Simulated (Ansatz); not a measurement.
Antifluorite Be2Ge, relaxed with r2SCAN: 6 runs in Ansatz, each a construction of maximally localised Wannier functions. It is cubic, Fm-3m (No. 225); conventional cell a = 5.357 Å, 12.81 Å³ an atom. Ge is surrounded by 8 Be at 2.32 Å; Be is surrounded by 4 Ge at 2.32 Å. These are computed values for a spin-unpolarised cell that may be hypothetical; none is a measurement.

```
CELL_PARAMETERS angstrom
0.00000 2.67830 2.67830
2.67830 0.00000 2.67830
2.67830 2.67830 0.00000
ATOMIC_POSITIONS crystal
Ge 0.00000 0.00000 0.00000
Be 0.25000 0.25000 0.25000
Be 0.75000 0.75000 0.75000
```

Windows count from the Fermi level (the cell has no gap); a dash means that no such window was set (without an outer window there is no disentanglement). Rows marked drawn have settings drawn at random (some not listed).

```csv
functional,SCF mesh,trial orbitals,functions,mesh,window (eV),frozen (eV),settings,Ω total (Å²),Ω invariant (Å²),largest spread (Å²),least projectability,"interpolation miss of the model's filled bands (eV, to the nearest computed level)"
PBE,6×6×6,"Ge s, Ge p",4,6×6×6,–,–,chosen,10.48,8.23,2.62,0.70,0.029
PBE,6×6×6,"Ge s, Ge p",4,4×4×4,–,–,chosen,8.81,6.77,2.20,0.78,0.073
PBE,6×6×6,"Ge s, Ge p",4,8×8×8,–,–,chosen,11.40,9.10,2.85,0.66,0.009
r2SCAN,6×6×6,"Ge s, Ge p",4,6×6×6,–,–,chosen,10.25,8.03,2.56,0.73,0.031
PBE,6×6×6,Ge p,3,6×6×6,-14.0 to +17.8,–,drawn,4.96,4.94,1.65,0.59,–
PBE,6×6×6,"Ge s, Ge p (loose tolerance)",4,6×6×6,–,–,drawn,10.48,8.23,2.62,0.70,0.029
```

1 of the rows take their functions from a window without a frozen part or with a poor projection: such a subspace needn't follow the bands named, so its spread can't be set beside the others.

A dash in the last column means that the miss wasn't evaluated.

For Ge s, Ge p with PBE the spread goes 8.81 Å² (4×4×4), 10.48 Å² (6×6×6), 11.40 Å² (8×8×8).

Spin-orbit coupling is left out.
